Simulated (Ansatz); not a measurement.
Cu:
```
Cu
1.0
   -1.44033     1.44033     1.36433
    1.44033    -1.44033     1.36433
    1.44033     1.44033    -1.36433
Cu
1
Direct
  0.00000   0.00000   0.00000
```

Relaxed with r²SCAN+D4. Special points in fractions of this cell's reciprocal vectors: Γ (0.000, 0.000, 0.000); X (0.000, 0.000, 0.500); M (-0.500, 0.500, 0.500); Z (0.474, 0.474, -0.474); Z0 (-0.474, 0.526, 0.474); P (0.250, 0.250, 0.250); N (0.000, 0.500, 0.000).

List the band energies nearest the Fermi level at these points for r²SCAN+D4 in the plane-wave PAW code Ansatz.

In eV from the Fermi level; about four levels below and three above (degenerate sets whole), none deeper than 8.9 eV; … stands for higher levels left out; points with the same levels are listed once.

```
k                          below        above
-  -----------------------------  -----------
Γ        -3.25 -3.25 -2.39 -2.15            …
X        -2.46 -2.20 -1.47 -1.06       4.40 …
M        -5.04 -1.64 -1.64 -1.58  8.07 8.07 …
Z        -5.02 -1.68 -1.68 -1.59  8.17 8.17 …
P  -4.13 -4.13 -4.01 -2.17 -2.05       6.63 …
N        -2.28 -2.03 -1.43 -0.61       5.03 …
```

Space group I4/mmm (body-centred tetragonal). The workflow started from a Materials Project entry (that database holds measured and hypothetical structures alike); the Crystallography Open Database copy checked does not list it. It is not the phase usual at ambient conditions (space group No. 225). Symmetry was held in the r²SCAN+D4 relaxation. At this level the phase is mechanically unstable. No spin polarisation was allowed. The pairwise dispersion correction was not fitted to metals.

Potentials: the later of the program's two PAW sets.
